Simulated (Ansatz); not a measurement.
# Slab of bcc Mo (111), 4 layers

The slab is cut from the bcc crystal, the stable phase, as relaxed on PAW files (15.79 Å³/atom), with 16 Å of vacuum and a dipole correction:

```
Mo
1.0
     4.47010    0.00000    0.00000
    -2.23505    3.87122    0.00000
     0.00000    0.00000   18.73740
Mo
4
Direct
  0.00000 0.00000 0.42695
  0.33333 0.66667 0.47565
  0.66667 0.33333 0.52435
  0.00000 0.00000 0.57305
```

Level of theory: DFT with PBE, scalar-relativistic, in Ansatz 0.2.0; a Γ-centred 10×10×1 k mesh, Fermi–Dirac smearing of 0.1 eV, no spin polarisation. LAPW: all electrons, basis error target 1 meV/atom; PAW: frozen-core files, cutoff 420 eV.

The bulk energy comes from a cell in the slab's orientation on a 10×10×13 mesh. The surface energy is (E(slab) − N·E(bulk))/2A at zero smearing, the mean of both faces; thin slabs carry quantum-size effects.

Problem. As cut, the LAPW slab lies 7.328 eV above 4 atoms of bulk. What surface energy is that?

Solution. Over two faces of 17.30 Å² it is 211.7 meV/Å², and times 16.02 J/m² per eV/Å² that gives γ = 3.392 J/m².

Problem. What do relaxation and the other method give, and what work function comes out?

Solution. 

| method | γ as cut (J/m²) | γ relaxed (J/m²) | Φ as cut (eV) | Φ relaxed (eV) |
| --- | --- | --- | --- | --- |
| LAPW | 3.392 | 3.012 | 4.01 | 4.13 |
| PAW | 3.391 | 3.011 | 4.01 | 4.13 |

Problem. How do the spacings between the planes relax?

Solution. From the bottom face up: d12 -12.8 % of 0.912 Å, d23 -21.6 % of 0.912 Å, d34 -12.8 % of 0.912 Å.

Problem. What changes if relativity is switched off, at the same positions?

Solution. LAPW then gives: no gap, work function 4.07 eV.
